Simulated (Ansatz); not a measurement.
**What a change of settings does to a run on NaF**

The geometry is COD entry 9007458, unchecked; take it as a test cell. The listed cell was then made from it by scaling, straining or moving an atom.

First run: DFT, r2SCAN, PAW with Ansatz's default frozen-core files, scalar-relativistic (Ansatz 0.2.0).

Command: `ansatz run input.yaml --threads 1 --pin off --max-ram 2048MiB --backend cpu --events-out ev --progress --plain --runs-dir out` The run took 12 s on 1 thread of AMD EPYC 7R43 64-Core Processor (Zen 3) (shared host), peak memory 0.42 GiB.

```yaml
crystal:
  lattice:
    - [0.0, 2.3802865178, 2.3802865178]
    - [2.3802865178, 0.0, 2.3802865178]
    - [2.3802865178, 2.3802865178, 0.0]
  atoms:
    - { symbol: Na, position: [0.0, 0.0, 0.0] }
    - { symbol: F, position: [0.5, 0.5, 0.5] }
kpoints:
  mp_grid: { grid: [9, 9, 9] }
scf:
  occupations: { method: fermi_dirac, width: 0.02 }
hamiltonian:
  xc: r2scan
  pseudopotentials: { kind: paw }
output:
  forces: true
  stress: true
  efg: { contact_densities: true }
relax:
  f_tol: 0.005
  max_steps: 80
  cell: {}
```

Result: converged; relaxed volume 12.115 Å³/atom; 33 SCF iterations in all.

The input is then changed:

```diff
@@ -11,4 +11,5 @@
 scf:
   occupations: { method: fermi_dirac, width: 0.02 }
+  mixing: { preconditioner: ldos }
 hamiltonian:
   xc: r2scan
@@ -22,3 +23,5 @@
   max_steps: 80
   cell: {}
+basis:
+  xc_grid: 1
```

Question: Predict the outcome of the changed run.

Answer: It converged; energy at zero smearing -0.1 meV/atom from the first run; relaxed volume 12.121 Å³/atom; 33 SCF iterations in all.
